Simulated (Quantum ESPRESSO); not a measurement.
# Pd2Ru3MoHf2: one composition in several site orders

Simulated, not a measurement. The program is pw.x of Quantum ESPRESSO 7.5 (plane-wave density functional theory). The cell is made up: eight metal atoms on a hexagonal close-packed lattice, with elements, volume, strain and displacements drawn at random and not relaxed, so it may be unstable or far from any real phase. PseudoDojo standard norm-conserving files set the functional (PBE unless stated); there is no spin polarisation or spin-orbit coupling, the Fermi-Dirac width of 0.25 eV means electrons at about 2900 K, and the masses in the input are unused placeholders. Heavy elements are run without spin-orbit coupling, which real alloys of them have. A spin test at this wide smearing found no moment, but such smearing suppresses magnetism that the real alloy may have.

The runs put one composition on the sites in different orders. Cell, positions, cutoff, mesh and smearing stay as in the input of run 1; sites are counted in its order. Stress in the tables is positive in tension.

Input of run 1:

```
&control calculation='scf', pseudo_dir='./dojo.nc.sr.pbe.v0_5.standard.upf', outdir='./o', disk_io='minimal', tprnfor=.true., tstress=.true. /
&system ibrav=0, nat=8, ntyp=4, nbnd=79, ecutwfc=84.00895049, nosym=.true., tot_charge=0,
 occupations='smearing', smearing='fd', degauss=0.0183746611
/
&electrons conv_thr=1.470e-08, electron_maxstep=70, mixing_beta=0.5 /
ATOMIC_SPECIES
Hf 1.0 Hf.upf
Mo 1.0 Mo.upf
Pd 1.0 Pd.upf
Ru 1.0 Ru.upf
CELL_PARAMETERS angstrom
2.8165 0.0091 0.0068
1.389 -2.4099 -4.7244
1.4206 7.4358 -4.8214
ATOMIC_POSITIONS angstrom
Pd 0.0023 0.0093 -0.0462
Ru 1.4338 2.5313 -4.8255
Mo 1.3586 -0.8229 -2.4027
Hf 2.8187 1.6904 -7.1216
Ru 2.7916 4.9603 -4.8044
Pd 2.8356 0.036 -4.7196
Ru 2.8388 1.7003 -2.3601
Hf 4.2339 4.2602 -7.2052
K_POINTS automatic
9 5 3 1 1 1
```

| run | elements on sites 1 to 8 | free energy less that of run 1 (eV) | -TS (eV) | pressure (GPa) | stress xx (GPa) | stress yy (GPa) | stress zz (GPa) | stress yz (GPa) | stress xz (GPa) | stress xy (GPa) | iterations |
| --- | --- | --- | --- | --- | --- | --- | --- | --- | --- | --- | --- |
| 1 | Pd Ru Mo Hf Ru Pd Ru Hf | 0.000 | -1.808 | -2.84 | -4.62 | 0.96 | 12.19 | -0.17 | 0.02 | 0.27 | 22 |
| 2 | Mo Hf Pd Ru Hf Pd Ru Ru | 0.242 | -1.860 | -2.67 | -3.86 | -1.15 | 13.03 | -0.76 | 0.09 | 0.20 | 23 |
| 3 | Hf Mo Hf Ru Ru Ru Pd Pd | 0.304 | -1.943 | -2.12 | -3.93 | 4.55 | 5.76 | -4.23 | 0.60 | 0.32 | 23 |
| 4 | Ru Hf Hf Pd Pd Ru Ru Mo | -0.638 | -1.849 | -2.50 | -4.22 | 1.43 | 10.29 | -0.46 | 0.17 | 0.44 | 23 |
| 5 | Hf Pd Mo Hf Pd Ru Ru Ru | -0.949 | -1.806 | -2.59 | -5.06 | 5.33 | 7.49 | -1.75 | 0.26 | 0.31 | 27 |
| 6 | Pd Hf Hf Ru Ru Mo Pd Ru | -0.496 | -1.808 | -2.55 | -3.86 | 1.98 | 9.53 | -1.52 | 0.20 | 0.72 | 23 |

Forces Fx Fy Fz (eV/Å):

| site | run 1 | run 2 | run 3 | run 4 | run 5 | run 6 |
| --- | --- | --- | --- | --- | --- | --- |
| 1 | -0.05 -0.22 -0.39 | -0.05 0.90 0.02 | -0.10 -0.29 0.91 | 0.01 0.93 0.44 | -0.07 0.03 0.38 | -0.03 -0.21 0.35 |
| 2 | -0.07 0.42 0.95 | -0.13 -2.32 0.12 | -0.06 -0.15 -0.09 | -0.08 -0.80 0.91 | -0.09 -0.50 0.37 | -0.04 0.73 0.13 |
| 3 | 0.25 1.72 0.42 | 0.24 0.61 0.23 | 0.23 0.66 -0.85 | 0.20 1.71 0.12 | 0.12 -0.06 -0.95 | 0.21 -0.11 1.03 |
| 4 | 0.01 -1.75 -0.10 | -0.04 -0.29 -0.12 | -0.05 0.56 -0.31 | 0.00 0.42 -0.06 | 0.01 0.20 -0.15 | -0.05 0.81 -0.26 |
| 5 | 0.13 -0.11 -0.20 | 0.14 1.99 0.17 | 0.13 -0.71 0.84 | 0.16 0.30 -0.01 | 0.14 -0.04 -0.30 | 0.17 0.06 0.16 |
| 6 | -0.11 0.24 0.10 | -0.10 -0.07 -0.25 | -0.05 1.06 -0.79 | -0.15 -0.74 -1.02 | -0.06 0.51 -0.01 | -0.13 -0.33 -1.71 |
| 7 | -0.04 -0.70 -0.73 | 0.00 0.19 0.37 | -0.02 0.37 -0.32 | -0.01 -0.14 0.67 | 0.00 -0.43 0.03 | -0.01 0.18 -0.01 |
| 8 | -0.11 0.39 -0.06 | -0.07 -1.00 -0.54 | -0.08 -1.51 0.60 | -0.14 -1.67 -1.05 | -0.04 0.30 0.63 | -0.11 -1.13 0.32 |

The sites are displaced and not relaxed, so the energy differences mix bonding between neighbours with strain and are not ordering energies. A rerun of one cell of this series at a higher cutoff and on a denser mesh moved values by no more than 0.003 eV in energy, 0.03 GPa in stress and 0.009 eV/Å in force, and a second program with other atomic files agreed on that cell to 2 % rms in force and 0.5 GPa in pressure.